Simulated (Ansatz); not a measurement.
## Zone-centre modes in Pt

Level of theory: DFT PBE, scalar-relativistic, plane waves, PAW in Ansatz. The runs took a 420 eV cutoff, a Γ-centred 18×18×12 mesh and Gaussian smearing (0.15 eV). Spin–orbit coupling is left out, which can shift energies with elements as heavy as these. No spin polarisation.

Reference structure (as given, not relaxed at this level):

```
Pt
1.0
     0.00000   -1.95790   -1.95790
     0.00000    1.95790   -1.95790
     3.91580    0.00000    0.00000
Pt
2
Cartesian
  1.9579 0.0000 -1.9579
  0.0000 0.0000 0.0000
```

Harmonic modes by finite displacements of 0.02 Å, without the LO–TO term. The cell doubles the primitive one, so its zone centre also holds the primitive cell's point q = (0, 1/2, 1/2).

Q: At this geometry, is the structure stable against these modes?

A: Yes: no mode is imaginary beyond 10 cm⁻¹, and only the three translations lie near zero.

Q: List the wavenumbers in cm⁻¹.

A: 0, 0, 0, 134, 134, 201.

Cost: 1 run of about 1.1 core-minutes, on Arm Neoverse V1 (shared hosts).